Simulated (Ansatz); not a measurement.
## What is wrong with this input? (Ga3Sb)

The input below was meant for crystalline Ga3Sb, with PBE, plane waves and PAW in Ansatz.

```yaml
crystal:
  lattice:
    - [-2.158799, 2.158799, 4.760484]
    - [2.158799, -2.158799, 4.760484]
    - [2.158799, 2.158799, -4.760484]
  atoms:
    - { symbol: Ga, position: [0.75, 0.25, 0.5] }
    - { symbol: Ga, position: [0.25, 0.75, 0.5] }
    - { symbol: Ga, position: [0.5, 0.5, 0.0] }
    - { symbol: Sb, position: [0.0, 0.0, 0.0] }
basis:
  ecutwfc: 420
kpoints:
  mp_grid: { grid: [14, 14, 14] }
hamiltonian:
  xc: pbe
scf:
  occupations: { method: fixed }
output:
  forces: true
  stress: true
  eigenvalues: true
```

Command:

```bash
ansatz run input.yaml --threads 1 --pin off --max-ram 2560MiB --backend cpu --events-out ev --progress --plain --runs-dir out
```

Output, shortened (HF is the Harris–Foulkes energy, dr2 the density residual in eV):

```text
Pseudopotential: Ga, paw, valence charge 13, recommended cutoff 420 eV (normal)
Pseudopotential: Sb, paw, valence charge 15, recommended cutoff 420 eV (normal)
Crystal: 4 atoms, lattice volume = 88.743 Å³
Basis set: ecut = 420 eV, 1743 PW (Γ), exchange–correlation on 80×80×80 points (8 copies of the dense FFT grid, shifted against one another)
Bands: 33, of which v1, the nominal top of the filled ones, is band 27 counted from 1 (26 counted from 0)
Symmetry: 16 space group operations
Space group: I4/mmm (ITA 139), of the structure as read, at distance tolerance 4.5e-5 Å
k-points: 244 of 2744
Initial density: superposition of atomic densities, corrected by the library's trained network
SCF iter   1: HF=-17832.553507 eV  Δρ=4.16e-3  dr2=4.37e-2
SCF iter   2: HF=-17832.541697 eV  Δρ=1.98e-3  dr2=7.07e-3
SCF iter   3: HF=-17832.539812 eV  Δρ=5.46e-4  dr2=3.36e-4
SCF iter   4: HF=-17832.539746 eV  Δρ=1.98e-4  dr2=4.07e-5
SCF iter   5: HF=-17832.539745 eV  Δρ=9.60e-5  dr2=6.65e-6
SCF iter   6: HF=-17832.539739 eV  Δρ=2.39e-5  dr2=5.03e-7
SCF iter   7: F=-17832.539739 eV  HF=-17832.539739 eV  Δρ=4.02e-6  dr2=1.09e-8
SCF 1 converged in 7 iterations: F = -17832.539739 eV  dr2 = 1.09e-8
SCF converged after 7 iterations
Free energy (F): -17832.539739 eV
E sigma→0 (E₀):  -17832.539739 eV
Fermi energy:    11.680653 eV
--- Forces (eV/Å), atoms counted from 1 ---
  atom   1  Ga     0.00000000    -0.00000000     0.00000000
  atom   2  Ga     0.00000000    -0.00000000     0.00000000
  atom   3  Ga    -0.00000000     0.00000000    -0.00000000
  atom   4  Sb    -0.00000000     0.00000000     0.00000000
--- Stress (GPa, compression-positive) ---
        2.803095      -0.000000       0.000000
       -0.000000       2.803095       0.000000
        0.000000       0.000000      -0.361687
  P = ⅓ Tr σ = 1.7482 GPa (17.482 kbar)
```

Problem. The run converged, but its numbers aren't those of the intended crystal and state. Why?

Solution. The fault is fixed occupations on a metal. Bands cross the Fermi level, so no fixed count of filled bands holds at every k-point. The cure is a smearing.

Fix:

```diff
 scf:
-  occupations: { method: fixed }
+  occupations: { method: gaussian, width: 0.1 }
```

The mended run converges, with a pressure of -0.46 GPa, no gap. The faulty run's energy lay 174 meV per atom higher. The faulty run also carried warnings: band overlap at count; metallic iterate.

The mended run took 45 s on 1 thread of Arm Neoverse V2, on a shared host, peak memory 0.72 GiB.